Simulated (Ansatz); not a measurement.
Relaxed Hf (hcp, Mg type):

```
Hf
1.0
    3.15907     0.00000     0.00000
   -1.57954     2.73584     0.00000
    0.00000     0.00000     4.99993
Hf
2
Cartesian
  0.00000   1.82389   3.74995
  1.57954   0.91195   1.24998
```

Computed with PBEsol (plane waves to 420 eV, PAW, scalar-relativistic; Ansatz, a first-principles code). k mesh 14×14×8 (Γ-centred), Fermi-Dirac smearing 0.05 eV. With partly filled bands, energies and forces of such displacements shift with the k mesh and the smearing. Hf is run without spin polarisation. Hf was relaxed with its symmetry unable to fall. Spin-orbit coupling is left out, though Hf is heavy.

One atom of the cell was then moved (with its periodic images), all else fixed, and the forces (eV/Å) came out as:

```json
[
 {"atom": "Hf1", "Fx": "0.000", "Fy": "0.000", "Fz": "4.390"},
 {"atom": "Hf2", "Fx": "0.000", "Fy": "0.000", "Fz": "-4.390"}
]
```

With two atoms only their relative shift counts; take Hf1 as fixed.

**Question.** Which atom was moved, and by which vector (Å)?

**Answer.** Hf2, by (0.00, 0.00, 0.50), 0.50 Å in all.

(For displaced atoms, the force is minus the slope of the energy, and its curvature is a force constant, which sets phonon frequencies.)
